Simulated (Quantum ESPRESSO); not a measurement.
**Band energies of AlPO₄**

```
AlPO4
1.0
    4.98195     0.00000     0.00000
    0.00000     8.27129     0.00000
   -2.41965     0.00000     4.44520
O Al P
8 2 2
Cartesian
  0.72247   3.68775   2.64947
  1.83983   7.82340   1.79573
  3.40724   4.50190   2.09182
 -0.84494   0.36625   2.35338
  0.07694   6.05202   3.07061
  2.48536   1.91638   1.37459
  1.03068   0.09065   4.43298
  1.53162   4.22630   0.01222
  0.51091   7.70992   2.90974
  2.05139   3.57427   1.53546
 -0.41319   4.61861   3.06550
  2.97549   0.48296   1.37970
```

norm-conserving LDA (Quantum ESPRESSO, 84 Ry, no spin-orbit coupling); path ΓYHCEM1AXH1,MDZ,YD; energies in eV from the valence-band maximum.

```
k (1/Å)  point  band 28  band 29  band 30  band 31  band 32  band 33  band 34  band 35
-------  -----  -------  -------  -------  -------  -------  -------  -------  -------
0.00         Γ    -0.61    -0.50    -0.31    -0.13     0.00     5.52     7.78     8.32
0.24              -0.71    -0.54    -0.35    -0.19     0.00     5.87     8.06     8.39
0.47              -0.79    -0.64    -0.45    -0.35     0.00     6.73     8.53     8.62
0.71         Y    -0.80    -0.60    -0.56    -0.45     0.00     7.76     7.88     8.77
0.92              -0.83    -0.57    -0.55    -0.48    -0.05     7.96     8.04     8.78
1.14         H    -0.84    -0.68    -0.52    -0.48    -0.12     8.30     8.51     8.58
1.34              -0.71    -0.63    -0.60    -0.43    -0.09     8.02     8.19     8.63
1.54         C    -0.68    -0.54    -0.54    -0.46    -0.06     7.83     8.13     8.58
1.54         E    -0.63    -0.54    -0.54    -0.31    -0.31     8.14     8.14     8.49
1.73              -0.69    -0.53    -0.53    -0.35    -0.35     8.25     8.25     8.57
1.93        M1    -0.81    -0.50    -0.50    -0.40    -0.40     8.46     8.46     8.63
2.14              -0.78    -0.50    -0.50    -0.40    -0.40     8.11     8.11     8.71
2.35         A    -0.76    -0.47    -0.47    -0.39    -0.39     7.96     7.96     8.69
2.54              -0.78    -0.55    -0.52    -0.35    -0.27     7.79     7.96     8.76
2.73         X    -0.80    -0.59    -0.55    -0.33    -0.20     7.71     7.91     8.95
2.93              -0.76    -0.66    -0.58    -0.37    -0.17     7.87     8.10     8.87
3.14        H1    -0.84    -0.68    -0.52    -0.48    -0.12     8.30     8.51     8.58
3.14         M    -0.81    -0.50    -0.50    -0.40    -0.40     8.46     8.46     8.63
3.28              -0.84    -0.50    -0.50    -0.36    -0.36     8.29     8.29     8.59
3.43              -0.84    -0.52    -0.52    -0.31    -0.31     8.06     8.06     8.53
3.57         D    -0.83    -0.53    -0.53    -0.29    -0.29     7.97     7.97     8.50
3.81              -0.80    -0.49    -0.49    -0.28    -0.28     7.35     7.35     8.85
3.93              -0.77    -0.45    -0.45    -0.26    -0.26     6.96     6.96     8.89
4.04              -0.74    -0.39    -0.39    -0.24    -0.24     6.64     6.64     8.87
4.16              -0.72    -0.35    -0.35    -0.23    -0.23     6.43     6.43     8.85
4.28         Z    -0.72    -0.33    -0.33    -0.23    -0.23     6.35     6.35     8.84
4.28         Y    -0.80    -0.60    -0.56    -0.45     0.00     7.76     7.88     8.77
4.66         D    -0.83    -0.53    -0.53    -0.29    -0.29     7.97     7.97     8.50
```

The LDA gap is direct, 5.52 eV at Γ.

Geometry of the Materials Project entry, not relaxed at this level.
